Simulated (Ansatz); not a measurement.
The elements of this relaxed trial crystal are hidden behind letters.

```
lattice vectors (Å)
   0.0000    4.6790    4.6790
   4.6790    0.0000    4.6790
   4.6790    4.6790    0.0000
fractional positions
X 0.0000 0.0000 0.0000
X 0.7500 0.7500 0.7500
X 0.2500 0.2500 0.2500
Z 0.5000 0.5000 0.5000
```

Theory: DFT PBE, scalar-relativistic, plane waves, PAW, and for the lanthanide a 4f-in-core norm-conserving potential (Ansatz 0.2.0). Cutoff 690 eV, Γ-centred 10×10×10 mesh (4-atom cell), Gaussian smearing of 0.10 eV, no spin polarisation.

| Quantity | Value |
| --- | --- |
| Space group | Fm-3m (No. 225) |
| Conventional cell | a = 9.358 Å |
| Volume per atom | 51.22 Å³ |
| Density | 4.63 g/cm³ |
| Formation energy | +0.21 eV/atom |
| Gap on the 10×10×10 mesh of the 4-atom cell | 0 eV (a metal) |

Energies are uncorrected and count from the elements' standard states at the same level.

Task: X is an s-block element of period 6 and Z is a lanthanide. Which elements are they?

Result: X = Ba, Z = Tb, so the formula is Ba3Tb, here in the BiF3 (D0_3) type. Density times volume gives a mean mass of 4.63 × 51.22/1.6605 = 142.8 u per atom, and this set has 142.7 u. Ba on a site of symmetry m-3m is surrounded by 8 Ba at 4.05 Å and 6 Tb at 4.68 Å; around Ba on a site of symmetry -43m lie 4 Tb at 4.05 Å, 4 Ba at 4.05 Å and 6 Ba at 4.68 Å; around Tb lie 8 Ba at 4.05 Å and 6 Ba at 4.68 Å. Other sets within the hints have nearly the same mass, so mass alone doesn't settle it; this one was computed.

A structure relaxed within its symmetry needn't be a true minimum.

The lanthanide is trivalent by construction, without f bands, f moments or other valences. The reference runs of the other elements, and any phases without the lanthanide, used 420 eV, which shifts energies against them by under 10 meV/atom. The lanthanide's reference is the lowest of its hcp, dhcp and fcc cells.
